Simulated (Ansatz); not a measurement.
Rb$_{2}$H$_{4}$Pt in space group P4_2/mnm (No. 136; Rb on 4d, H on 4e, H on 4f, Pt on 2a), the program Ansatz at the r²SCAN level (PAW). The conduction-band minimum lies on the M–Γ line, 38 % of the way from M, with 4 equivalent valleys. Second derivatives d²E/dk² of the lowest band at one valley (eV·Å²), along Cartesian directions:

```json
[
 {"direction": "[100]", "d²E/dk²": "9.327"},
 {"direction": "[010]", "d²E/dk²": "9.327"},
 {"direction": "[001]", "d²E/dk²": "7.859"},
 {"direction": "[110]", "d²E/dk²": "8.549"},
 {"direction": "[101]", "d²E/dk²": "8.595"},
 {"direction": "[011]", "d²E/dk²": "8.595"}
]
```

**Question.** Find the principal effective masses, the density-of-states mass and the conductivity mass.

**Answer.** Off-diagonal terms follow from H_xy = H[110] − (H_xx + H_yy)/2, and m*/mₑ = 7.620 eV·Å² over each eigenvalue: 0.75, 0.89, 0.97. One valley's DOS mass (m₁m₂m₃)^(1/3) = 0.87, conductivity mass 3/(Σ 1/mᵢ) = 0.86 mₑ.

**Question.** What effective density of states Nc follows at 300 K for parabolic valleys?

**Answer.** Nc = 2.509e19 × 4 × (0.87)^(3/2) ≈ 8.1e19 cm⁻³.

The first step of the workflow began from a Materials Project structure, measured or hypothetical; the Crystallography Open Database copy checked does not list it. Whether it is the stable phase at ambient conditions was not checked. The cell was relaxed with r²SCAN under the symmetry of its start; whether a distortion lowers the energy is not shown. No spin polarisation was allowed. Scalar-relativistic: spin–orbit coupling is off unless named, which matters more the heavier the elements.

Potentials: the later of the program's two PAW sets.

Edges and masses are those of Kohn–Sham bands, whose gap is no quasiparticle gap.
